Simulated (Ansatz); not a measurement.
The start is a relaxed ZnO cell with every coordinate shifted by Gaussian noise of σ = 0.2 Å. The cell and all atomic positions are relaxed at zero pressure with PBE (plane waves to 420 eV, PAW, scalar-relativistic; Ansatz, a quantum-chemistry and plane-wave program). The first steps use a coarse 7×7×2 k-mesh.

Starting cell:
```
CELL_PARAMETERS angstrom
      3.27003     0.00000     0.00000
     -1.63502     2.83193     0.00000
      0.00000     0.00000    15.96494
ATOMIC_POSITIONS crystal
  Zn 0.92756 0.96903 0.00414
  Zn 0.91755 0.98376 0.48699
  Zn 0.59791 0.36476 0.83390
  Zn 0.30146 0.60087 0.34303
  Zn 0.65602 0.33220 0.17516
  Zn 0.38493 0.77667 0.68389
  O  0.05918 0.05343 0.90184
  O  0.00134 0.98948 0.38136
  O  0.55829 0.30992 0.70736
  O  0.34281 0.77814 0.22746
  O  0.73671 0.35484 0.02567
  O  0.26257 0.63142 0.51351
```

### Question
How large is the pressure on the unrelaxed cell, and of which sign?

### Answer
+18.0 GPa (positive: the cell is compressed).

### Question
By how much does the energy per atom fall from start to end?

### Answer
0.54 eV/atom.

### Question
Is the parent structure recovered?

### Answer
It returns to the parent structure, P6₃mc (No. 186).

### Question
How do the shortest distances between atoms change?

### Answer
The closest pairs of elements (up to four, under 3.6 Å), start → end: O–Zn 1.59 → 2.00 Å; O–O 2.65 → 3.26 Å; Zn–Zn 2.90 → 3.26 Å.

### Question
What band gap does the relaxed structure have at this level?

### Answer
0.67 eV, direct at Γ (no spin-orbit coupling).

The end point of the relaxation:

```cif
data_O6Zn6
_chemical_formula_sum 'Zn6 O6'
_space_group_name_H-M_alt 'P63mc'
_space_group_IT_number 186
_space_group_name_Hall 'P 6c -2c'
_cell_length_a 3.27009
_cell_length_b 3.27009
_cell_length_c 15.96506
_cell_angle_alpha 90.000
_cell_angle_beta 90.000
_cell_angle_gamma 120.000
loop_
_atom_site_label
_atom_site_type_symbol
_atom_site_symmetry_multiplicity
_atom_site_Wyckoff_symbol
_atom_site_fract_x
_atom_site_fract_y
_atom_site_fract_z
_atom_site_occupancy
Zn1 Zn 2 a 0.00000 0.00000 0.00297 1
Zn2 Zn 2 b 0.33333 0.66667 0.33649 1
Zn3 Zn 2 b 0.66667 0.33333 0.16971 1
O1 O 2 a 0.00000 0.00000 0.37776 1
O2 O 2 b 0.33333 0.66667 0.21101 1
O3 O 2 b 0.66667 0.33333 0.04421 1
```

Final values are on a 9×9×2 k-mesh of the relaxed cell. No spin polarisation in the result.

The first start was generated by placing the elements on the sites of a structure type. A measured structure of ZnO has the same space group, P6₃mc (No. 186); the sites were not compared with it.
